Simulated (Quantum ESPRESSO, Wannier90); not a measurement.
## CdSe (wurtzite): Wannier90 run

```
CELL_PARAMETERS angstrom
      4.34609     0.00000     0.00000
     -2.17304     3.76382     0.00000
      0.00000     0.00000     7.08984
ATOMIC_POSITIONS crystal
  Cd 0.66667 0.33333 0.49995
  Cd 0.33333 0.66667 0.99995
  Se 0.66667 0.33333 0.87591
  Se 0.33333 0.66667 0.37591
```

Structure: Materials Project mp-1070, symmetrised, not relaxed again. COD (Crystallography Open Database) has an entry of this formula and space group (matched by these alone). Method: LDA plane waves in Quantum ESPRESSO 7.5 (PseudoDojo norm-conserving files, 82 Ry, no spin polarisation, no spin-orbit coupling), Bloch states on a 6×6×4 mesh through Γ, Wannier90 4.0.1. Density: 12×12×6 mesh, Gaussian smearing 0.01 Ry. Spin-orbit coupling, left out, would split the p-like bands by a few tenths of an eV.

The lattice is scaled uniformly with fixed fractional positions (axis ratios and free coordinates are held, so this isn't the response to pressure), and at each scale an atom-like model (Cd sp, Se sp; disentangled, num_iter = 0) is made. Listed is the largest hopping of each kind of orbital pair shown, with the distance of the two functions' centres at scale 1; the mesh was not varied.

| scale | modulus of t, Se4 pz–Cd2 pz at 2.93 Å (eV) | modulus of t, Se4 pz–Cd2 s at 2.76 Å (eV) | modulus of t, Cd1 s–Se4 s at 2.66 Å (eV) |
|---|---|---|---|
| 0.970 | 2.600 | 2.075 | 1.195 |
| 0.985 | 2.526 | 1.984 | 1.116 |
| 1.000 | 2.454 | 1.896 | 1.042 |
| 1.015 | 2.376 | 1.812 | 0.973 |
| 1.030 | 2.300 | 1.730 | 0.908 |

With |t| ∝ d^(−η), find η for each hopping from the ends of the series.


- Se4 pz–Cd2 pz at 2.93 Å: η = −ln(2.300/2.600)/ln(1.030/0.970) = 2.0
- Se4 pz–Cd2 s at 2.76 Å: η = −ln(1.730/2.075)/ln(1.030/0.970) = 3.0
- Cd1 s–Se4 s at 2.66 Å: η = −ln(0.908/1.195)/ln(1.030/0.970) = 4.6
Harrison's rules would take η = 2.0, 2.0, 2.0 for these pairs; they describe atomic orbitals, while these are orthogonalised and change shape with the volume.
